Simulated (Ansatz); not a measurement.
Consider the following.

VSi:
```yaml
crystal:
  lattice:
    - [2.81091, 0.00000, 0.00000]
    - [-1.40546, 2.43432, 0.00000]
    - [0.00000, 0.00000, 7.74647]
  atoms:
    - { symbol: V, position: [0.00000, 0.00000, 0.00000] }
    - { symbol: V, position: [0.00000, 0.00000, 0.50000] }
    - { symbol: Si, position: [0.33333, 0.66667, 0.25000] }
    - { symbol: Si, position: [0.66667, 0.33333, 0.75000] }
```

This is the PBE-relaxed structure.

Q: All from the program Ansatz at the PBE level (PAW), unless another level is named. Estimate the electronic character.

A: metallic (no gap).

Q: Give the density of states at the Fermi level.

A: 0.76 states/eV per atom (mean over ±0.08 eV).

Q: What about the formation energy from the elements (no fitted shifts)?

A: -0.35 eV/atom.

Space group P6_3/mmc (NiAs type). A made-up cell: these elements were put on the sites of a structure type; neither database checked (COD, Materials Project) lists it. Its standing as an ambient phase is unchecked. The PBE relaxation kept the symmetry of its start; whether a distortion lowers the energy is not shown. The workflow began spin-polarised and lost its moments. The references are the lowest solids computed at this level, not always the standard phases.

Potentials: the later of the program's two PAW sets.
